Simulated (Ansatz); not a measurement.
CrN2:
```xyz
6
Lattice="3.8474 0.0000 0.0000 0.0000 4.7910 0.0000 0.0000 0.0000 2.8125" Properties=species:S:1:pos:R:3 pbc="T T T"
Cr     1.9237     2.3955     1.4063
Cr     0.0000     0.0000     0.0000
N      2.4439     0.4279     1.4063
N      1.4035     4.3631     1.4063
N      0.5202     1.9676     0.0000
N      3.3272     2.8234     0.0000
```
The run is spin-polarised; directions of the spins, atom by atom: ↑ ↑ 0 0 0 0.

Relaxed with r²SCAN.

Question: Map the electron localisation function on the plane through (0.500, 0.500, 0.500) spanned by u = [1, 0, 0] and v = [0, 1, 0] in lattice vectors, from DFT-r²SCAN in the program Ansatz with PAW potentials.

Answer: x is the fraction of u, y of v (the angle between them is 90°; rows are the nearest grid lines); atoms in the plane: Cr at (0.00, 0.00), N at (0.14, 0.59), N at (0.86, 0.41).
```
y \ x   0.000  0.105  0.158  0.263  0.368  0.474  0.526  0.632  0.737  0.842  0.895   1.00
------  -----  -----  -----  -----  -----  -----  -----  -----  -----  -----  -----  -----
1.00    0.947  0.844  0.636  0.110  0.076  0.029  0.029  0.076  0.110  0.636  0.844  0.947
0.917   0.831  0.679  0.497  0.106  0.042  0.025  0.038  0.103  0.103  0.420  0.706  0.831
0.833   0.196  0.133  0.135  0.136  0.033  0.024  0.039  0.091  0.113  0.125  0.197  0.196
0.750   0.624  0.859  0.844  0.616  0.151  0.034  0.038  0.054  0.053  0.077  0.163  0.624
0.708   0.828  0.893  0.863  0.732  0.315  0.057  0.048  0.049  0.041  0.086  0.264  0.828
0.625   0.684  0.256  0.232  0.748  0.632  0.162  0.111  0.161  0.248  0.242  0.360  0.684
0.542   0.795  0.206  0.250  0.841  0.729  0.225  0.189  0.545  0.788  0.670  0.672  0.795
0.458   0.795  0.672  0.670  0.788  0.545  0.189  0.225  0.729  0.841  0.250  0.206  0.795
0.375   0.684  0.360  0.242  0.248  0.161  0.111  0.162  0.632  0.748  0.232  0.256  0.684
0.292   0.828  0.264  0.086  0.041  0.049  0.048  0.057  0.315  0.732  0.863  0.893  0.828
0.250   0.624  0.163  0.077  0.053  0.054  0.038  0.034  0.151  0.616  0.844  0.859  0.624
0.167   0.196  0.197  0.125  0.113  0.091  0.039  0.024  0.033  0.136  0.135  0.133  0.196
0.0833  0.831  0.706  0.420  0.103  0.103  0.038  0.025  0.042  0.106  0.497  0.679  0.831
0.000   0.947  0.844  0.636  0.110  0.076  0.029  0.029  0.076  0.110  0.636  0.844  0.947
```

The density is the valence pseudo-density with augmentation charge, so density and ELF within about 1 Å of a nucleus are not all-electron values.

Space group Pnnm. The first step of the workflow began from a Materials Project structure, measured or hypothetical; the Crystallography Open Database copy checked does not list it. Whether it is the stable phase at ambient conditions was not checked. Symmetry was held in the r²SCAN relaxation; its stability against distortions is not shown here. The final state is ferromagnetic, chosen from 5 collinear starts compared on coarse meshes (ties went to the first, and starts can fall back to one state), not a proven ground state. Other orbital occupations within this spin state were not tried. No Hubbard U is applied.

Potentials: the later of the program's two PAW sets.
